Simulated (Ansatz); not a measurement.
## Is this NbIn₄P₃ structure a true minimum?

The structure comes from a generated guess, relaxed at this level; another structure or a mixture of phases may lie lower.

Method: Ansatz, DFT PBE, scalar-relativistic, plane waves, PAW. Settings: cutoff 420 eV, Γ-centred mesh 12×12×4 on the computed 8-atom cell, Gaussian smearing of 0.10 eV; collinear spin from starting moments 0.6 0.0 0.0 0.0 0.0 0.0 0.0 0.0 μB.

The cell below (8 atoms, space group P6/mmm (No. 191)) is relaxed within its symmetry.

```cif
data_structure
_symmetry_space_group_name_H-M 'P 1'
_symmetry_Int_Tables_number 1
_cell_length_a 4.8009
_cell_length_b 4.8009
_cell_length_c 10.8379
_cell_angle_alpha 90.000
_cell_angle_beta 90.000
_cell_angle_gamma 120.000
_cell_volume 216.33
loop_
_atom_site_label
_atom_site_type_symbol
_atom_site_fract_x
_atom_site_fract_y
_atom_site_fract_z
_atom_site_occupancy
Nb1 Nb 0.00000 0.00000 0.00000 1
In1 In 0.33333 0.66667 0.50000 1
In2 In 0.66667 0.33333 0.50000 1
In3 In 0.00000 0.00000 0.74106 1
In4 In 0.00000 0.00000 0.25894 1
P1 P 0.33333 0.66667 0.00000 1
P2 P 0.66667 0.33333 0.00000 1
P3 P 0.00000 0.00000 0.50000 1
```

For the test it was strained at random (σ = 1.5 % a component), the atoms were moved at random (σ = 0.15 Å), and all was relaxed again on a coarse 6×6×2 mesh (in the run’s order of axes) with 0.20 eV smearing, with no symmetry imposed.

Question: Is the structure stable against such a distortion?

Answer: It doesn't return. The energy falls by 612 meV/atom on that mesh, the volume changes by -18.1 %, and the end has space group R-3m (No. 166) at a loose tolerance. Relaxed again on a 12×12×12 mesh with 0.10 eV smearing, the new structure lies 592 meV/atom below the first (mesh in the axes of the run's cell; the cell below is made exact in the group named). Space group R-3m (No. 166), trigonal, a = 3.840 Å, c = 41.610 Å. Nb is surrounded by 6 P at 2.61 Å and 2 In at 3.11 Å; In on its first site is surrounded by 3 P at 2.71 Å and 3 In at 3.17 Å; In on its second site is surrounded by 3 P at 2.82 Å, 1 Nb at 3.11 Å and 3 In at 3.17 Å; P on a site of symmetry 3m has 3 Nb at 2.61 Å and 3 In at 2.82 Å; 1 more site not described.

```
Nb In P
1.0
     1.91994    1.10848   13.86994
    -1.91994    1.10848   13.86994
     0.00000   -2.21696   13.86994
Nb In P
1 4 3
Direct
  0.00000 0.00000 0.00000
  0.20414 0.20414 0.20414
  0.79586 0.79586 0.79586
  0.92518 0.92518 0.92518
  0.07482 0.07482 0.07482
  0.63375 0.63375 0.63375
  0.36625 0.36625 0.36625
  0.50000 0.50000 0.50000
```
